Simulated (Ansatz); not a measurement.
Input:

LaBi:
```yaml
crystal:
  lattice:
    - [0.00000, 3.27852, 3.27852]
    - [3.27852, 0.00000, 3.27852]
    - [3.27852, 3.27852, 0.00000]
  atoms:
    - { symbol: La, position: [0.50000, 0.50000, 0.50000] }
    - { symbol: Bi, position: [0.00000, 0.00000, 0.00000] }
```

This is the PBEsol-relaxed structure.

Task: All from PBEsol (plane waves, PAW; program Ansatz), unless another level is named. Predict the Hill bulk and shear moduli.

Result: 52.6 and 27.8 GPa.

Task: What about the highest zone-centre frequency?

Result: 110 cm⁻¹.

Space group Fm-3m (rock salt). The workflow started from a Materials Project entry (that database holds measured and hypothetical structures alike); the Crystallography Open Database files this formula in space group No. 225, but the cells were not matched. Its standing as an ambient phase is unchecked. The PBEsol relaxation kept the symmetry of its start; of distortions, only those at the zone centre were tested. As this level gives no gap, shear constants depend on the k-mesh and smearing (Fermi–Dirac, 0.1 eV here). As this level gives no gap, phonon frequencies hold no LO–TO term and depend on the k-mesh and smearing (Fermi–Dirac, 0.1 eV here). Scalar-relativistic: spin–orbit coupling is off unless named, which matters more the heavier the elements.

Potentials: the later of the program's two PAW sets.
